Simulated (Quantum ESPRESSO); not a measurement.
# Strain and stress in Ge7

Calculated results; nothing here was measured. They come from pw.x of Quantum ESPRESSO 7.5, a plane-wave density functional program, with PseudoDojo standard norm-conserving files (v0.5 for PBE, v0.4.1 for LDA and PBEsol). The cells are made up: elements, strain and atom displacements were drawn at random, and nothing was relaxed. There is no spin polarisation, spin-orbit coupling or dispersion term.

The cell has 8 sites of a zincblende or diamond lattice. Sites 1 to 4 hold empty Ge Ge Ge; sites 5 to 8 hold Ge Ge Ge Ge. Cell vectors in Å: (5.971, -0.028, 0.032); (-0.028, 5.943, -0.044); (0.032, -0.044, 5.871). Settings: PBE, cutoff 1061 eV, 6 x 6 x 6 k mesh shifted by half a step, Fermi-Dirac smearing of 0.1 eV.

Each run adds the same linear strain along x, y and z to one cell, with the atoms carried along; the vectors above are those of run 3. Stress is positive in tension and P is minus a third of its trace. E is the free energy for each atom above the lowest run shown.

| run | strain (%) | s_xx (GPa) | s_yy (GPa) | s_zz (GPa) | s_xy (GPa) | P (GPa) | E (meV/atom) |
| --- | --- | --- | --- | --- | --- | --- | --- |
| 1 | -2.34 | 0.17 | -0.93 | -0.25 | -2.04 | 0.34 | 0.00 |
| 3 | 0.38 | 3.09 | 2.14 | 2.64 | -1.35 | -2.62 | 18.13 |
| 4 | 0.96 | 3.57 | 2.64 | 3.11 | -1.23 | -3.11 | 27.34 |
| 5 | 1.56 | 4.02 | 3.12 | 3.56 | -1.11 | -3.56 | 38.60 |
| 6 | 1.99 | 4.31 | 3.43 | 3.85 | -1.03 | -3.86 | 47.68 |
| 7 | 2.37 | 4.55 | 3.69 | 4.09 | -0.96 | -4.11 | 56.33 |
| 2 | -1.22 | ? | ? | ? | ? | ? | ? |

A rerun of one of these cells at 1347 eV and k mesh 8 x 8 x 8 moved values by no more than 0.003 eV in the cell's energy, 0.02 GPa in stress and 0.004 eV/Å in force.

## Worked fit

A parabola through the six runs shown gives P = -2.27 - 0.95 e + 0.072 e² GPa, with e in per cent and a scatter of 0.01 GPa. A linear strain of 1 % changes the volume by about 3 %, so the bulk modulus of this cell with clamped atoms is about 32 ± 1 GPa at e = 0. The error is the larger of the fit's own and the change that a cubic makes, rounded up.

## Withheld run

Question: what P should run 2 give?

The fit gives -1.00 GPa. The calculation gave -1.03 GPa.

```
run,strain (%),s_xx (GPa),s_yy (GPa),s_zz (GPa),s_xy (GPa),P (GPa),E (meV/atom)
2,-1.22,1.52,0.48,1.09,-1.73,-1.03,2.03
```